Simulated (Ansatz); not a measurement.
ZrIr3:
Space group Pm-3m (No. 221); a = b = c = 3.933 Å, α = β = γ = 90.00°

```json
[
 {"atom": "Ir", "site": "3c", "symmetry": "4/mm.m", "x": "0.0000", "y": "0.5000", "z": "0.5000"},
 {"atom": "Zr", "site": "1a", "symmetry": "m-3m", "x": "0.0000", "y": "0.0000", "z": "0.0000"}
]
```

Relaxed with PBEsol.

**Question.** Which orbitals make up the states near the Fermi level in PBEsol (plane waves, PAW; program Ansatz)?

**Answer.** Within 0.5 eV of the Fermi level: Ir 5d 72 %, Zr 4d 13 %, Zr 5s 6 %, outside the projected shells 5 %. Projections are on Löwdin-orthogonalised atomic valence shells; empty p or d shells of many metals are not among them.

**Question.** Tabulate the density of states.

**Answer.** States/eV per cell of 4 atoms, in 0.25 eV bins, energy from the Fermi level.

```
E (eV)  total  Ir 5d  Zr 4d  Ir 6s
------  -----  -----  -----  -----
-7.85    0.33   0.02   0.00   0.21
-7.60    0.39   0.03   0.01   0.26
-7.35    0.47   0.05   0.01   0.30
-7.10    0.58   0.07   0.02   0.37
-6.85    0.77   0.13   0.03   0.48
-6.60    1.56   0.51   0.15   0.77
-6.35    2.10   0.86   0.27   0.86
-6.10    1.82   0.93   0.30   0.52
-5.85    2.22   1.33   0.38   0.43
-5.60    4.18   2.53   0.65   0.70
-5.35    5.83   3.83   0.82   0.82
-5.10    5.13   3.82   0.58   0.48
-4.85    5.56   4.52   0.49   0.26
-4.60    5.08   4.23   0.44   0.17
-4.35    3.63   3.09   0.29   0.07
-4.10    3.73   3.18   0.29   0.08
-3.85    4.77   3.99   0.47   0.12
-3.60    4.39   3.77   0.38   0.11
-3.35    4.35   3.71   0.37   0.14
-3.10    5.52   4.60   0.48   0.24
-2.85    5.04   4.14   0.37   0.31
-2.60    4.49   3.63   0.33   0.31
-2.35    4.80   3.92   0.45   0.24
-2.10    7.78   6.34   0.90   0.30
-1.85    7.03   5.84   0.74   0.22
-1.60    4.85   3.95   0.53   0.18
-1.35    4.88   4.01   0.53   0.12
-1.10    6.16   5.19   0.55   0.14
-0.85    4.38   3.69   0.33   0.12
-0.60    3.71   2.85   0.42   0.13
-0.35    4.69   3.17   0.76   0.17
-0.10    3.26   2.45   0.37   0.10
0.15     2.21   1.67   0.22   0.08
0.40     1.58   1.18   0.15   0.06
0.65     1.40   1.12   0.11   0.04
0.90     1.82   1.58   0.11   0.04
1.15     2.12   1.92   0.11   0.03
1.40     1.52   1.38   0.08   0.02
1.65     0.73   0.62   0.06   0.01
1.90     0.49   0.25   0.15   0.02
2.15     0.89   0.30   0.43   0.06
2.40     3.00   0.98   1.53   0.22
2.65     6.16   2.01   3.39   0.35
2.90     4.77   1.67   2.56   0.31
3.15     5.19   1.95   2.47   0.53
3.40     6.70   2.63   3.03   0.67
3.65     3.32   1.13   1.59   0.39
3.90     1.54   0.35   0.87   0.20
4.15     1.42   0.29   0.83   0.16
4.40     1.67   0.34   0.97   0.14
4.65     1.43   0.29   0.84   0.09
```

The workflow started from an entry of the Crystallography Open Database (COD). Whether it is the stable phase at ambient conditions was not checked. Symmetry was held in the PBEsol relaxation; its stability against distortions is not shown here. No spin polarisation was allowed. Scalar-relativistic: spin–orbit coupling is off unless named, which matters more the heavier the elements.

Potentials: the later of the program's two PAW sets.
